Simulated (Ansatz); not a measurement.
# Density of states of LaTl₃

Space group Pm-3m (No. 221). a = 4.799 Å, b = 4.799 Å, c = 4.799 Å, α = 90.00°, β = 90.00°, γ = 90.00°
| atom | site | symmetry | x | y | z |
| --- | --- | --- | --- | --- | --- |
| La | 1a | m-3m | 0.0000 | 0.0000 | 0.0000 |
| Tl | 3c | 4/mm.m | 0.0000 | 0.5000 | 0.5000 |

The runs use the primitive cell with vectors (4.799, 0.000, 0.000), (0.000, 4.799, 0.000), (0.000, 0.000, 4.799) Å, to which the k mesh refers.

The cell is COD entry 1538104, as deposited and not checked against the literature; nothing was relaxed.

Spin–orbit coupling is left out, though it moves levels of the heavy atoms by tenths of an eV or more.

Theory: Ansatz 0.2.0, DFT, PBEsol, all-electron LAPW, scalar-relativistic.

Settings: a Γ-centred 8×8×8 k mesh, Fermi–Dirac smearing of 0.05 eV, basis error target 1 meV/atom, no spin polarisation.

(1) Where is the centre of the filled La 5d states between -14 eV and the top of the filled states?

(2) Tabulate the density of states.

Answers

(1) -2.43 eV from the Fermi level.

(2) States per eV and cell, averaged over 0.4 eV, from -9.4 to 2.8 eV, with energies (bin centres) from the Fermi level; empty bins are left out. The partial columns, the largest 4 alone, are projections on Löwdin-orthogonalised atomic shells (those that the program's projection atoms carry: the occupied ones and, for some elements, an empty d or f shell; other empty shells have no column), summed over atoms of an element. Weights on diffuse s and p shells depend on that basis and aren't pure angular character.
```tsv
E (eV)	total	La 4f	Tl 6p	La 5d	Tl 6s
-9.3	0.11	0.00	0.01	0.00	0.06
-8.9	0.37	0.00	0.07	0.00	0.19
-8.5	0.56	0.00	0.14	0.01	0.29
-8.1	0.84	0.00	0.24	0.02	0.45
-7.7	1.23	0.00	0.37	0.06	0.67
-7.3	1.09	0.00	0.32	0.11	0.59
-6.9	0.70	0.00	0.19	0.09	0.37
-6.5	0.82	0.00	0.22	0.07	0.45
-6.1	1.77	0.00	0.40	0.13	1.08
-5.7	2.69	0.01	0.42	0.31	1.78
-5.3	1.62	0.01	0.27	0.20	1.07
-4.9	1.32	0.01	0.21	0.17	0.89
-4.5	1.04	0.01	0.13	0.14	0.73
-4.1	0.76	0.01	0.06	0.10	0.58
-3.7	0.09	0.00	0.00	0.01	0.07
-2.9	0.03	0.00	0.02	0.00	0.00
-2.5	0.50	0.00	0.36	0.07	0.02
-2.1	1.52	0.02	1.03	0.25	0.08
-1.7	1.59	0.02	1.05	0.30	0.11
-1.3	2.51	0.03	1.65	0.57	0.12
-0.9	4.20	0.06	2.52	1.38	0.09
-0.5	2.76	0.08	1.44	1.01	0.13
-0.1	2.59	0.15	1.28	0.85	0.22
0.3	1.72	0.18	0.81	0.48	0.19
0.7	2.54	0.41	1.12	0.62	0.30
1.1	2.37	0.94	0.76	0.50	0.11
1.5	6.26	4.00	1.18	0.74	0.21
1.9	22.81	21.16	0.57	0.80	0.11
2.3	6.75	4.68	0.58	1.09	0.28
2.7	6.28	1.71	1.20	2.61	0.51
```
